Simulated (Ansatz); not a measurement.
Relaxed HfO$_{2}$ (tetragonal-ZrO2 type, space group P4_2/nmc):

```
HfO2
1.0
    3.56753     0.00000     0.00000
    0.00000     3.56753     0.00000
    0.00000     0.00000     5.16669
Hf O
2 4
Direct
  0.00000   0.00000   0.00000
  0.50000   0.50000   0.50000
  0.00000   0.50000   0.20010
  0.00000   0.50000   0.70010
  0.50000   0.00000   0.29990
  0.50000   0.00000   0.79990
```

Two-dimensional scan of atom 6 (O, nearest neighbour Hf at 2.062 Å; its periodic images, 3.6 Å or more away, move with it): u runs along (0.707, 0.707, 0.000), v along (0.000, 0.000, 1.000) (Cartesian). Cell and other atoms are fixed.

Method: PBEsol (plane waves to 420 eV, PAW, scalar-relativistic; Ansatz, a quantum-chemistry and plane-wave program). k mesh 8×8×5 (Γ-centred), Fermi-Dirac smearing 0.05 eV. The energy includes the smearing's −TS. Compression counts positive. Points where atoms come too close for the PAW data are left out (x in tables, blank in figures). HfO2 is run without spin polarisation. HfO2 was relaxed with its symmetry unable to fall. Spin-orbit coupling is left out, though Hf is heavy. The PAW data are Ansatz's earlier set. This is a high-temperature form of HfO2. The zero of ΔE is the undisplaced structure. Axes are in Å.

ΔE (meV/cell), with u across and v down:

```tsv
v \ u	-0.310	-0.155	0.000	0.155	0.310
-0.310	1177	772	641	772	1177
-0.155	700	294	162	294	700
0.000	596	147	0	147	596
0.155	876	342	168	342	876
0.310	x	898	687	898	x
```

P (GPa), with u across and v down:

```
v \ u   -0.310  -0.155  0.000  0.155  0.310
------  ------  ------  -----  -----  -----
-0.310     3.9     1.1    0.1    1.1    3.9
-0.155     2.8     0.0   -1.0    0.0    2.8
0.000      4.2     1.0    0.0    1.0    4.2
0.155      7.7     4.1    2.8    4.1    7.7
0.310        x     8.9    7.4    8.9      x
```

Derived quantities:

Lowest place on the grid: u = 0.000 Å, v = 0.000 Å (0 meV/cell).

(A displaced cell: forces are minus the slopes of the energy, force constants its curvatures, and phonons follow from these.)
